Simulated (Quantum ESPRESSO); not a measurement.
```xyz
2
Lattice="0.0000 2.8118 2.8118 2.8118 0.0000 2.8118 2.8118 2.8118 0.0000" Properties=species:S:1:pos:R:3 pbc="T T T"
Al     0.0000     0.0000     0.0000
As     1.4059     1.4059     1.4059
```

Cell and atoms were relaxed with LDA from Materials Project entry mp-2172, within its symmetry.

Task: What does LDA (pw.x of Quantum ESPRESSO, ONCV potentials, without SOC) give for the electronic structure near the Fermi level?

Result: The LDA gap is indirect, 1.32 eV, from Γ to X; the smallest direct gap is 1.99 eV. Spin-orbit splittings are left out.
